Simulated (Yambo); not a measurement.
NaAlS2O8 (space group C2/m, No. 12), G0W0@LDA in Yambo; all else as in the reference (2×2×2 Γ-centred k mesh, bands 2 to 222 and a 7 Ry block in the screening, 222 bands in G with the Bruneval-Gonze terminator, plasmon pole fitted at 27.2 eV). One parameter is varied: the cutoff of the wavefunctions in Yambo, over 10, 20, 30, 50, 88 Ry.

Task: From which value on does the gap (-0.5, -0.5, 0) → Γ stay within 0.05 eV of the largest setting?

Result: From 20 Ry on.
| cutoff of the wavefunctions in Yambo (Ry) | G0W0 gap (eV) | valence shift (eV) |
|---|---|---|
| 10 | 8.22 | -1.11 |
| 20 | 8.52 | -1.50 |
| 30 | 8.54 | -1.57 |
| 50 | 8.55 | -1.59 |
| 88 | 8.56 | -1.60 |
The last step of the sweep still moves the gap by 5 meV; the other settings are held fixed.

Geometry of the Materials Project entry, not relaxed at this level; primitive cell a = b = 4.711 Å, c = 7.309 Å, α = β = 92.54°, γ = 65.06°.

The structure is a Materials Project entry; no match was found in the copy of COD used, and its stability was not checked.

A shift is the quasiparticle energy of the state minus its LDA energy.
